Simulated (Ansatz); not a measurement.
Question: Each is relaxed and computed with DFT-LDA in the program Ansatz with PAW potentials. Which is the only one with a gap?
A) SnF4, I4/mmm (Sn on 2a, F on 4e, F on 4c)
B) SnSb, CsCl type
C) Ba2As, I4/mmm (Ba on 4c, Ba on 4e, As on 4e)
D) YSi2Pt2, I4/mmm (Y on 2a, Si on 4e, Pt on 4d)

Answer: A, SnF4, I4/mmm (Sn on 2a, F on 4e, F on 4c). SnF4: gap 3.34 eV (indirect); Ba2As: metal; SnSb: metal; YSi2Pt2: metal. Standing as an ambient phase not checked: SnF4, I4/mmm (Sn on 2a, F on 4e, F on 4c); Ba2As, I4/mmm (Ba on 4c, Ba on 4e, As on 4e); SnSb, CsCl type; YSi2Pt2, I4/mmm (Y on 2a, Si on 4e, Pt on 4d). Weakly bound layers, chains or molecules computed without a dispersion correction, so cells and soft constants are ill determined: SnF4, I4/mmm (Sn on 2a, F on 4e, F on 4c). All cells were relaxed under the symmetry of their starts (and spin orders); stability against distortions was not tested throughout. Rows with no word on spin ran without spin polarisation. Scalar-relativistic: spin–orbit coupling is off unless named, which matters more the heavier the elements.

Potentials: the later of the program's two PAW sets.
